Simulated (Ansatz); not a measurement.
With the program Ansatz at the PBEsol level (PAW), OsC in the rock salt structure (Fm-3m) relaxes to a = 4.314 Å. C has 6 nearest neighbours from 2.16 Å (octahedral). Its formation energy from the elements is 1.33 eV/atom, with no fitted shifts.

Electronic character: metallic (no gap). Gap from PBEsol with spin–orbit coupling: none (metallic).

An equation-of-state fit gives a bulk modulus of 382 GPa. The relaxed-ion elastic constants in GPa are C11 = 594, C12 = 278, C44 = -116.

The start of the workflow was typed in or built on a structure type; neither database checked (COD, Materials Project) lists it. Whether it is the stable phase at ambient conditions was not checked. The cell was relaxed with PBEsol under the symmetry of its start. At this level the phase is dynamically unstable (imaginary phonons). No spin polarisation was allowed. Its formation energy is positive at this level, so the cell may be metastable or incomplete. As this level gives no gap, shear constants depend on the k-mesh and smearing (Fermi–Dirac, 0.1 eV here). The references are the lowest solids computed at this level, not always the standard phases. Spin–orbit coupling is left out wherever it is not named.

Potentials: the later of the program's two PAW sets.
